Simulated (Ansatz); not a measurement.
In14O24Sn2:
```cif
data_In14O24Sn2
_chemical_formula_sum 'In14 O24 Sn2'
_space_group_name_H-M_alt 'P 1'
_space_group_IT_number 1
_cell_length_a 8.82153
_cell_length_b 8.82153
_cell_length_c 10.18976
_cell_angle_alpha 54.837
_cell_angle_beta 125.163
_cell_angle_gamma 109.382
loop_
_space_group_symop_operation_xyz
  'x, y, z'
loop_
_atom_site_label
_atom_site_type_symbol
_atom_site_fract_x
_atom_site_fract_y
_atom_site_fract_z
_atom_site_occupancy
In1 In 0.50000 0.50000 0.50000 1
In2 In 0.50000 0.50000 0.00000 1
In3 In 0.21707 0.21707 0.25000 1
In4 In 0.74769 0.24862 0.96655 1
In5 In 0.24862 0.74769 0.53345 1
In6 In 0.46801 0.03397 0.21725 1
In7 In 0.03397 0.46801 0.28275 1
In8 In 0.28355 0.28355 0.75000 1
In9 In 0.75138 0.25231 0.46655 1
In10 In 0.53199 0.96603 0.78275 1
In11 In 0.25231 0.75138 0.03345 1
In12 In 0.96603 0.53199 0.71725 1
In13 In 0.78293 0.78293 0.75000 1
In14 In 0.71645 0.71645 0.25000 1
O1 O 0.26322 0.00674 0.53650 1
O2 O 0.78206 0.95970 0.04573 1
O3 O 0.95970 0.78206 0.45427 1
O4 O 0.73270 0.53486 0.73984 1
O5 O 0.53486 0.73270 0.76016 1
O6 O 0.22441 0.95367 0.26539 1
O7 O 0.95367 0.22441 0.23461 1
O8 O 0.22622 0.49437 0.77075 1
O9 O 0.46514 0.26730 0.23984 1
O10 O 0.77559 0.04633 0.73461 1
O11 O 0.04030 0.21794 0.54573 1
O12 O 0.26730 0.46514 0.26016 1
O13 O 0.21794 0.04030 0.95427 1
O14 O 0.04633 0.77559 0.76539 1
O15 O 0.73691 0.45855 0.50696 1
O16 O 0.45855 0.73691 0.99304 1
O17 O 0.00674 0.26322 0.96350 1
O18 O 0.73678 0.99326 0.46350 1
O19 O 0.26309 0.54145 0.49304 1
O20 O 0.54145 0.26309 0.00696 1
O21 O 0.99326 0.73678 0.03650 1
O22 O 0.50563 0.77378 0.27075 1
O23 O 0.77378 0.50563 0.22925 1
O24 O 0.49437 0.22622 0.72925 1
Sn1 Sn 0.00000 0.00000 0.50000 1
Sn2 Sn 0.00000 0.00000 0.00000 1
```

This is the r²SCAN-relaxed structure.

All from r²SCAN in the plane-wave PAW code Ansatz, unless another level is named. Give the electronic character.

metallic (no gap).

And the formation energy from the elements (no fitted shifts)?

-1.78 eV/atom.

Next, the density of states at the Fermi level?

0.04 states/eV per atom (mean over ±0.08 eV).

Space group C2/c. The start of the workflow was typed in or built on a structure type; neither database checked (COD, Materials Project) lists it. Whether it is the stable phase at ambient conditions was not checked. The r²SCAN relaxation kept the symmetry of its start; its stability against distortions is not shown here. A small band overlap can be real or an error of a semilocal functional. The references are the lowest solids computed at this level, not always the standard phases (solids in place of the gases). Scalar-relativistic: spin–orbit coupling is off unless named, which matters more the heavier the elements.

Potentials: the later of the program's two PAW sets.
